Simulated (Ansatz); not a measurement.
**Nb₃Tl: do the settings matter for the field gradients?**

Cell: a COD entry, atoms as given.

Space group Pm-3n (No. 223); a = 5.2970 Å.

```
site  Wyckoff  site symmetry       x       y       z
  Nb       6c          -4m.2  0.2500  0.0000  0.5000
  Tl       2a           m-3.  0.0000  0.0000  0.0000
```

One atom of each set is listed.

Reference run. Level of theory: DFT, PBE, plane waves and PAW, scalar-relativistic, 420 eV cutoff, Γ-centred 6×6×6 k-points, Fermi–Dirac smearing 0.05 eV (Ansatz 0.2.0).

Question: The input is changed as follows: `scf.occupations`: {method: fermi_dirac, width: 0.05} → {method: methfessel_paxton, width: 5.0}; `scf.max_iter`: not typed → 80. What happens to V_zz (10²¹ V/m²) and η?

Answer: 

```
site  V_zz reference  η reference  V_zz changed  η changed
  Nb            6.22         0.00          1.74       0.00
```

The largest change of V_zz is on Nb, from 6.22 to 1.74. In per cent, |V_zz| changes by -72 on Nb (all sites that start above 2). Sites without a gradient aren't listed. Its pressure is 19 GPa, against 4 GPa in the reference run. SCF iterations: 6 and 7. The changed input holds a smearing of electronvolts, so its numbers aren't properties of the crystal.

On the reference run: The run finds no gap above 0.1 eV (a metal, or nearly one), so the gradients can move by 10 % or more with the k-mesh. Without spin–orbit coupling the gradients at and beside Tl can be off by some per cent, at some sites by more.
